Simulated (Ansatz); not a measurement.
Bi₂Te₃:
```cif
data_Bi6Te9
_chemical_formula_sum 'Bi6 Te9'
_space_group_name_H-M_alt 'R-3m :H'
_space_group_IT_number 166
_space_group_name_Hall '-R 3 2"'
_cell_length_a 4.38696
_cell_length_b 4.38696
_cell_length_c 30.28098
_cell_angle_alpha 90.000
_cell_angle_beta 90.000
_cell_angle_gamma 120.000
loop_
_atom_site_label
_atom_site_type_symbol
_atom_site_symmetry_multiplicity
_atom_site_Wyckoff_symbol
_atom_site_fract_x
_atom_site_fract_y
_atom_site_fract_z
_atom_site_occupancy
Bi1 Bi 6 c 0.00000 0.00000 0.40016 1
Te1 Te 6 c 0.00000 0.00000 0.20929 1
Te2 Te 3 a 0.00000 0.00000 0.00000 1
```
(The calculation used a cell of 5 atoms; values per cell refer to that cell.)

Relaxed with PBE+D3(BJ).

**Question.** Decompose the optical modes at the zone centre into irreducible representations, and say which are infrared and Raman allowed.

**Answer.** Point group -3m: Γ_opt = 2A1g + 2A2u + 2Eg + 2Eu. Infrared: A2u, Eu. Raman: A1g, Eg.

**Question.** Assign frequencies (DFPT, the program Ansatz at the PBE+D3(BJ) level (PAW); without the LO–TO term).

**Answer.** Eg 42, A1g 64, Eu 70, Eu 100, A2u 105, Eg 111, A2u 129, A1g 141 cm⁻¹.

The cell was relaxed with PBE+D3(BJ) under the symmetry of its start; of distortions, only those at the zone centre were tested. Scalar-relativistic: spin–orbit coupling is off unless named, which matters more the heavier the elements.

Potentials: the later of the program's two PAW sets.
